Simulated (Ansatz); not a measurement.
A trial cell of Rh was relaxed with r2SCAN (plane waves to 500 eV, PAW, scalar-relativistic; Ansatz, an electronic-structure program).

Before: Ia-3 (No. 206), cI16; a = b = c = 6.032 Å, α = β = γ = 90.00°.

After relaxation:

Simulated powder pattern, Cu Kα, λ = 1.54184 Å (kinematic, ideal powder, no thermal factors, no anomalous dispersion; the 24 strongest lines at most, above 1 %, up to 2θ = 90°):

```csv
2θ (°),I/Imax (%)
33.70,100
52.56,54
56.50,21
67.42,12
80.79,15
84.03,13
```

**Question.** Identify the relaxed structure from its pattern: crystal system, space group and cell.

**Answer.** Cubic, Ia-3d (No. 230), cI16; a = b = c = 6.5154 Å, α = β = γ = 90.00°. Sites: Rh 16b (0.125, 0.125, 0.125).

**Question.** Index the strongest lines.

**Answer.** 33.70° (211), 52.56° (321), 56.50° (400), 80.79° (521), 84.03° (440).

No spin polarisation in the result.

The run could not lose the symmetry of its start, so the end can be a saddle point.

The relaxed structure here is a generated cell of Rh: the first start was made by placing the elements on the sites of a structure type, and the end was not matched to a known phase here, so it may be hypothetical. Known forms of Rh include space group No. 225.
